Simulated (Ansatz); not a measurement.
In (body-centred tetragonal, I4/mmm), a = b = 3.404 Å, c = 4.535 Å, α = β = γ = 90.00°; the cell used has 1 atom.

Relaxed with r²SCAN.

Problem. Which orbitals make up the states near the Fermi level in r²SCAN in the plane-wave PAW code Ansatz?

Solution. Within 0.5 eV of the Fermi level: In 5p 66 %, In 5s 31 %. Projections are on Löwdin-orthogonalised atomic valence shells; empty p or d shells of many metals are not among them.

Problem. Tabulate the density of states.

Solution. States/eV per cell of 1 atom, in 0.25 eV bins, energy from the Fermi level.

| E (eV) | total | In 5p | In 5s | In 4d |
|---|---|---|---|---|
| -7.85 | 0.21 | 0.11 | 0.09 | 0.00 |
| -7.60 | 0.22 | 0.12 | 0.10 | 0.00 |
| -7.35 | 0.23 | 0.13 | 0.10 | 0.00 |
| -7.10 | 0.24 | 0.14 | 0.11 | 0.00 |
| -6.85 | 0.25 | 0.14 | 0.11 | 0.00 |
| -6.60 | 0.26 | 0.15 | 0.11 | 0.00 |
| -6.35 | 0.27 | 0.15 | 0.12 | 0.00 |
| -6.10 | 0.29 | 0.16 | 0.13 | 0.00 |
| -5.85 | 0.30 | 0.16 | 0.13 | 0.00 |
| -5.60 | 0.31 | 0.16 | 0.14 | 0.00 |
| -5.35 | 0.32 | 0.16 | 0.15 | 0.00 |
| -5.10 | 0.33 | 0.17 | 0.16 | 0.00 |
| -4.85 | 0.35 | 0.17 | 0.18 | 0.00 |
| -4.60 | 0.39 | 0.17 | 0.21 | 0.00 |
| -4.35 | 0.39 | 0.16 | 0.22 | 0.00 |
| -4.10 | 0.36 | 0.15 | 0.20 | 0.00 |
| -3.85 | 0.34 | 0.15 | 0.19 | 0.00 |
| -3.60 | 0.32 | 0.13 | 0.18 | 0.00 |
| -3.35 | 0.34 | 0.16 | 0.17 | 0.00 |
| -3.10 | 0.35 | 0.18 | 0.17 | 0.00 |
| -2.85 | 0.37 | 0.20 | 0.17 | 0.00 |
| -2.60 | 0.37 | 0.20 | 0.17 | 0.00 |
| -2.35 | 0.38 | 0.20 | 0.17 | 0.00 |
| -2.10 | 0.35 | 0.21 | 0.14 | 0.00 |
| -1.85 | 0.34 | 0.23 | 0.11 | 0.00 |
| -1.60 | 0.36 | 0.25 | 0.10 | 0.00 |
| -1.35 | 0.41 | 0.31 | 0.09 | 0.00 |
| -1.10 | 0.48 | 0.35 | 0.12 | 0.00 |
| -0.85 | 0.49 | 0.35 | 0.13 | 0.00 |
| -0.60 | 0.46 | 0.32 | 0.13 | 0.00 |
| -0.35 | 0.42 | 0.27 | 0.13 | 0.00 |
| -0.10 | 0.41 | 0.27 | 0.14 | 0.00 |
| 0.15 | 0.44 | 0.29 | 0.14 | 0.00 |
| 0.40 | 0.45 | 0.30 | 0.13 | 0.00 |
| 0.65 | 0.48 | 0.33 | 0.14 | 0.00 |
| 0.90 | 0.47 | 0.33 | 0.13 | 0.00 |
| 1.15 | 0.47 | 0.33 | 0.13 | 0.00 |
| 1.40 | 0.47 | 0.33 | 0.12 | 0.00 |
| 1.65 | 0.47 | 0.34 | 0.12 | 0.00 |
| 1.90 | 0.49 | 0.35 | 0.11 | 0.00 |
| 2.15 | 0.50 | 0.37 | 0.11 | 0.00 |
| 2.40 | 0.52 | 0.38 | 0.11 | 0.00 |
| 2.65 | 0.53 | 0.40 | 0.10 | 0.00 |
| 2.90 | 0.55 | 0.42 | 0.10 | 0.00 |
| 3.15 | 0.55 | 0.43 | 0.09 | 0.00 |
| 3.40 | 0.58 | 0.45 | 0.09 | 0.00 |
| 3.65 | 0.61 | 0.48 | 0.08 | 0.00 |
| 3.90 | 0.62 | 0.49 | 0.08 | 0.00 |
| 4.15 | 0.63 | 0.50 | 0.07 | 0.00 |
| 4.40 | 0.63 | 0.51 | 0.07 | 0.00 |
| 4.65 | 0.67 | 0.55 | 0.06 | 0.00 |

Its axis ratio c/a = 1.33 departs by over 6 % from that of the usual cell of this phase: another minimum, or an error of the functional. The cell was relaxed with r²SCAN under the symmetry of its start; its stability against distortions is not shown here. Axis ratios of metals converge slowly with the k-mesh, so a and c are less sure than the volume. Spin–orbit coupling is left out wherever it is not named.

Potentials: the later of the program's two PAW sets.
